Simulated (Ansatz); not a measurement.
MgS (rock salt)

```
CELL_PARAMETERS angstrom
      0.00000     2.60155     2.60155
      2.60155     0.00000     2.60155
      2.60155     2.60155     0.00000
ATOMIC_POSITIONS crystal
  S  0.00000 0.00000 0.00000
  Mg 0.50000 0.50000 0.50000
```

The slice is a {110} plane (indices of the conventional cell) through the point (0.000, 0.000, 0.000) (fractional), spanned by u = [100] and v = [1 -1 -1] in vectors of this cell: u (3.68 Å) and v (5.20 Å, at 90° to u). It covers one period; positions are fractions (u, v).

The numbers are results of r2SCAN (plane waves to 500 eV, PAW, scalar-relativistic; Ansatz, a first-principles code), not measurements. k mesh 11×11×11. These are valence fields of a PAW run, semicore shells included where kept as valence: close to a nucleus they are smooth pseudo fields. MgS was relaxed with its symmetry unable to fall.

### Question
Around which element is the density of the highest valence band (whole band, smooth part) largest on this plane?

### Answer
S. Mean over a disc round each atom, of radius 0.45 times the shortest bond: S 0.194, Mg 0.012 e/Å³.

### Question
Sketch the density of the lowest conduction band (whole band as if filled, smooth part) on this plane as a map.

### Answer
```
|**##@@##==::::::::::::::::==##@@##|
|@@@@%%++--::::::::::::::::--++%%@@|
|@@%%**--::..::::::::::::..::--**%%|
|****==::::..::::::::::::..::::==**|
|++==----::::::::::::::::::::----==|
|++++==----::::::::::::::::----==++|
|**++++++==----::::::::----==++++++|
|++++****++==----::::----==++****++|
|----++****++==--::::--==++****++--|
|....--++**++==--::::--==++**++--..|
|    ..--++++==--::::--==++++--..  |
|    ..--++++==--::::--==++++--..  |
|    ..--++++==--::::--==++++--..  |
|....--++**++==--::::--==++**++--..|
|----++****++==--::::--==++****++--|
|++++****++==----::::----==++****++|
|**++++++==----::::::::----==++++++|
|++++==----::::::::::::::::----==++|
|++==----::::::::::::::::::::----==|
|****==::::..::::::::::::..::::==**|
|@@%%**--::..::::::::::::..::--**%%|
|@@@@%%++--::::::::::::::::--++%%@@|
|**##@@##==::::::::::::::::==##@@##|
|==**@@%%==::::::::::::::::==%%@@**|
```
Scale: ten equal steps from 0.003 (start of ' ') to 0.131 (end of '@'), in the order ' .:-=+*#%@'. Values: density of the lowest conduction band (whole band as if filled, smooth part) in e/Å³. The map has 17 points along u (two characters each, u = 0 at the left) and 24 along v (v = 0 in the bottom row).
